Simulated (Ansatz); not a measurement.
TiSi$_{2}$ (C54 type, space group Fddd)

```yaml
crystal:
  lattice:
    - [0.00000, 4.13234, 4.28268]
    - [2.40310, 0.00000, 4.28268]
    - [2.40310, 4.13234, 0.00000]
  atoms:
    - { symbol: Si, position: [0.66302, 0.33698, 0.66302] }
    - { symbol: Si, position: [0.33698, 0.66302, 0.33698] }
    - { symbol: Si, position: [0.58698, 0.91302, 0.58698] }
    - { symbol: Si, position: [0.91302, 0.58698, 0.91302] }
    - { symbol: Ti, position: [0.00000, 0.00000, 0.00000] }
    - { symbol: Ti, position: [0.25000, 0.25000, 0.25000] }
```

Scan: atom 1 (Si, nearest neighbour Si at 2.535 Å; its periodic images, 4.8 Å or more away, move with it) is displaced towards the nearest neighbour, direction (0.474, -0.248, 0.845) in Cartesian axes, by s. The other atoms stay.

Computed with PBE (plane waves to 420 eV, PAW, scalar-relativistic; Ansatz, a quantum-chemistry and plane-wave program). k mesh 10×10×10 (Γ-centred), Fermi-Dirac smearing 0.05 eV. With partly filled bands, energies and forces of such displacements shift with the k mesh and the smearing. F∥ is the force on the atom along that direction. TiSi2 is run without spin polarisation. TiSi2 was relaxed with its symmetry unable to fall. 

```json
[
 {"s (Å)": "-0.760", "F∥ (eV/Å)": "9.952"},
 {"s (Å)": "-0.608", "F∥ (eV/Å)": "6.854"},
 {"s (Å)": "-0.456", "F∥ (eV/Å)": "4.488"},
 {"s (Å)": "-0.304", "F∥ (eV/Å)": "2.678"},
 {"s (Å)": "-0.152", "F∥ (eV/Å)": "1.252"},
 {"s (Å)": "0.000", "F∥ (eV/Å)": "-0.001"},
 {"s (Å)": "0.152", "F∥ (eV/Å)": "-1.344"},
 {"s (Å)": "0.304", "F∥ (eV/Å)": "-3.150"},
 {"s (Å)": "0.456", "F∥ (eV/Å)": "-5.964"},
 {"s (Å)": "0.608", "F∥ (eV/Å)": "-10.565"},
 {"s (Å)": "0.760", "F∥ (eV/Å)": "-18.167"}
]
```

Q: What is the force constant k = d²E/ds² of this move at s = 0?

A: 8.19 eV/Å². The forces along the line at the two nearest points give (1.252 − (-1.344)) / (2·0.152) = 8.54 eV/Å²; the next pair corrects for the finite step.

(A displaced cell: forces are minus the slopes of the energy, force constants its curvatures, and phonons follow from these.)
